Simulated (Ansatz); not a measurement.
GeS:
```
GeS
1.0
    3.51857     0.00000     0.00000
    0.00000     3.51857     0.00000
    0.00000     0.00000     7.25544
Ge S
2 2
Cartesian
  0.00000   1.75928   0.00000
  1.75928   0.00000   3.62772
  0.00000   0.00000   1.81386
  0.00000   0.00000   5.44158
```

Relaxed with PBE. Special points in fractions of this cell's reciprocal vectors: Γ (0.000, 0.000, 0.000); X (0.000, 0.500, 0.000); M (0.500, 0.500, 0.000); Z (0.000, 0.000, 0.500); R (0.000, 0.500, 0.500); A (0.500, 0.500, 0.500).

List the band energies nearest the Fermi level at these points for PBE in the plane-wave PAW code Ansatz.

In eV from the Fermi level; about four levels below and three above (degenerate sets whole), none deeper than 8.9 eV; points with the same levels are listed once.

```csv
k,below,above
Γ,-2.55 -2.55 -1.28 -1.28,0.72 2.50 2.50
X,-2.73 -2.00 -1.81 -0.95,1.45 3.65 4.20
M,-1.47 -1.13 -1.13 -0.16,2.04 4.04 5.06 5.06
Z,-1.74 -1.74 -0.92 -0.92,3.46 3.46 3.89 3.89
R,-1.91 -1.29 -1.10 -1.03,0.37 3.22 3.67
A,-0.94 -0.94 -0.50 -0.50,3.18 3.18 5.51 5.51
```

Space group P4_2/mmc. A made-up cell: these elements were put on the sites of a structure type; neither database checked (COD, Materials Project) lists it. COD files the formula under space group No. 62, so this cell is another polymorph or a model. Its standing as an ambient phase is unchecked. Symmetry was held in the PBE relaxation; whether a distortion lowers the energy is not shown. Scalar-relativistic: spin–orbit coupling is off unless named, which matters more the heavier the elements.

Potentials: the later of the program's two PAW sets.
